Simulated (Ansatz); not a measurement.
Cu Kα1 powder pattern (kinematic, no thermal factors).
```
2θ (°)  relative intensity  assignment
 20.44                  69       1 0 0
 29.06                  61       1 1 0
 35.79                 100       1 1 1
 41.56                  95       2 0 0
 46.74                  36       2 1 0
 51.52                  28       2 1 1
 60.24                  59       2 2 0
 64.31                  19       3 0 0
 68.25                  13       3 1 0
 72.09                  40       3 1 1
 75.84                  19       2 2 2
 79.53                   9       3 2 0
 83.18                  15       3 2 1
```

The pattern is computed from a structure relaxed with DFT PBE, scalar-relativistic, plane waves, PAW (Ansatz). No spin polarisation. Its elements are Hf, N, Ti.

Question: Give the structure.

Answer: HfTi$_{3}$N$_{4}$.
Space group Pm-3m (No. 221). a = 4.342 Å, b = 4.342 Å, c = 4.342 Å, α = 90.00°, β = 90.00°, γ = 90.00°
| atom | site | symmetry | x | y | z |
| --- | --- | --- | --- | --- | --- |
| Hf | 1a | m-3m | 0.0000 | 0.0000 | 0.0000 |
| Ti | 3c | 4/mm.m | 0.5000 | 0.0000 | 0.5000 |
| N | 1b | m-3m | 0.5000 | 0.5000 | 0.5000 |
| N | 3d | 4/mm.m | 0.0000 | 0.5000 | 0.0000 |

A pattern alone doesn't exclude other cells with like lines; this is the one computed.

The cell was found from a structure generator's guess, not taken from experiment.
